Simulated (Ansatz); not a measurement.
## Is this ZnCd3Se3S structure a true minimum?

It was reached by relaxing an invented guess, and it needn't be the stable form of this composition.

Level of theory: Ansatz 0.2.0, DFT PBE, scalar-relativistic, plane waves, PAW. Plane waves to 420 eV, a k mesh through Γ of 6×6×4 on the computed 8-atom cell and Gaussian smearing (0.02 eV); no spin polarisation.

The cell below (8 atoms, space group Pmm2 (No. 25)) is relaxed within its symmetry.

```yaml
crystal:
  lattice:
    - [4.21995, 0.00000, 0.00000]
    - [0.00000, 4.24610, 0.00000]
    - [0.00000, 0.00000, 12.10371]
  atoms:
    - { symbol: Zn, position: [0.00000, 0.00000, 0.99110] }
    - { symbol: Cd, position: [0.00000, 0.00000, 0.50355] }
    - { symbol: Cd, position: [0.50000, 0.50000, 0.23606] }
    - { symbol: Cd, position: [0.50000, 0.50000, 0.77062] }
    - { symbol: Se, position: [0.00000, 0.50000, 0.63646] }
    - { symbol: Se, position: [0.50000, 0.00000, 0.36915] }
    - { symbol: Se, position: [0.00000, 0.50000, 0.10149] }
    - { symbol: S, position: [0.50000, 0.00000, 0.89157] }
```

For the test it was strained at random (σ = 1.5 % a component), the atoms were moved at random (σ = 0.15 Å), and all was relaxed again on a coarse 4×4×1 mesh (in the run’s order of axes) with 0.10 eV smearing, with no symmetry imposed.

Task: Is the structure stable against such a distortion?

Result: It returns, within 1 meV/atom of the unmoved cell on that mesh and with the same symmetry when read at 0.1 Å (P1 at 0.01 Å, so small strains and shifts remain). So it is stable against the distortions that fit this cell and that this random move excites. Modes that don't fit the cell aren't tested.
